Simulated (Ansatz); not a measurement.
# Zr6O11: short molecular dynamics at 2200 K

All numbers below come from DFT PBEsol, scalar-relativistic, plane waves, PAW (Ansatz 0.2.0). Cutoff 420 eV, shifted (0.5, 0.5, 0.0 steps) 4×4×1 k-points, Fermi–Dirac smearing of 0.19 eV. The mesh is coarse. No spin polarisation.

17 atoms, starting at 1.06 times the perfect crystal's volume (space group Pmm2); Langevin thermostat at 2200 K (friction 0.02 fs⁻¹), fixed cell; 300 steps of 2 fs. The run is short and not equilibrated.

First frame:

```
Zr O
1.0
     3.64276    0.00000    0.00000
     0.00000    3.65510    0.00000
     0.00000    0.00000   15.76205
Zr O
6 11
Direct
  0.07136 0.55998 0.07570
  0.83709 0.57929 0.41426
  0.93995 0.48215 0.74948
  0.40501 0.09379 0.24951
  0.35556 0.13830 0.58198
  0.51183 0.92657 0.90819
  0.01783 0.07168 0.13713
  0.88299 0.07477 0.64544
  0.75600 0.09083 0.47434
  0.01140 0.99602 0.81162
  0.87484 0.07302 0.31142
  0.44769 0.52962 0.68405
  0.53662 0.55784 0.01696
  0.44560 0.57740 0.17794
  0.32902 0.58420 0.34114
  0.25764 0.60424 0.51530
  0.52931 0.47614 0.83810
```

```yaml
Mean_temperature_over_the_second_half: 2432 K
Mean_pressure_over_the_second_half_kinetic_part_included: 8.0 GPa
Mean_potential_energy_above_the_perfect_crystal_relaxed_at_volume_ratio_1;_besides_heat_the_difference_comes_from_the_volume_6_%_larger;_its_own_run_had_another_smearing_without_effect_beside_its_gap: 330 meV/atom
Mean-square_drift_of_O_from_first_to_last_step_mean_shift_of_all_atoms_removed: 1.07 Å²
Mean-square_drift_of_Zr_from_first_to_last_step_mean_shift_of_all_atoms_removed: 1.01 Å²
```

Along the run (potential energy from its first value; pressure with the kinetic part):

```
t (fs) T (K)  ΔE_pot (meV/atom) P (GPa)
   0.0   2071                0.0     -1.8
  24.0   1538               72.9      1.7
  48.0   1756              105.5      7.0
  72.0   1522               87.3      4.4
  96.0   1746               75.0      5.0
 120.0   2346              115.5      4.7
 144.0   2385              246.4      0.6
 168.0   2670              262.8      2.4
 192.0   2954              219.5      2.8
 216.0   2678              233.0      4.3
 240.0   2143              344.5      5.7
 264.0   2188              203.5      5.5
 288.0   1631              213.8      4.6
 312.0   2118              227.1      9.1
 336.0   1914              218.7      3.1
 360.0   2215              245.0     12.3
 384.0   2666              226.1      0.8
 408.0   2369              122.7      0.6
 432.0   2553              202.1     13.9
 456.0   2479              274.1     18.1
 480.0   2313              291.0     12.2
 504.0   2668              253.2      3.0
 528.0   2248              330.8      6.2
 552.0   2826              257.6     11.5
 576.0   2789              239.4      9.5
 600.0   2922              305.9      8.4
```

Cost: 1 run of about 71 core-minutes (earlier runs that led there not counted), on Intel Xeon Processor @ 2.70GHz (shared hosts).